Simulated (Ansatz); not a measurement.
Li2O (anti-fluorite): values from a third-order Birch-Murnaghan fit to a volume scan beside measured ones. Computed values: r2SCAN (plane waves to 500 eV, PAW, scalar-relativistic; Ansatz, a first-principles code). Li2O was relaxed with its symmetry unable to fall.

```csv
quantity,reference,kind,r2SCAN,difference
Lattice constant a (Å),4.573,measured at or taken to low temperature,4.573,+0.0 %
Bulk modulus B₀ (GPa),89,measured at or taken to low temperature,87.1,-2.1 %
```

For the lattice constant a it lies within 0.3 % of the reference. For the bulk modulus B₀ it lies within 5 % of the reference.

References as given in: Alok Shukla, Michael Dolg, Peter Fulde et al., The Journal of Chemical Physics (1998), arXiv:cond-mat/9803380.

(A scan under strain: stresses follow from slopes of the energy per volume, elastic moduli from its curvatures.)
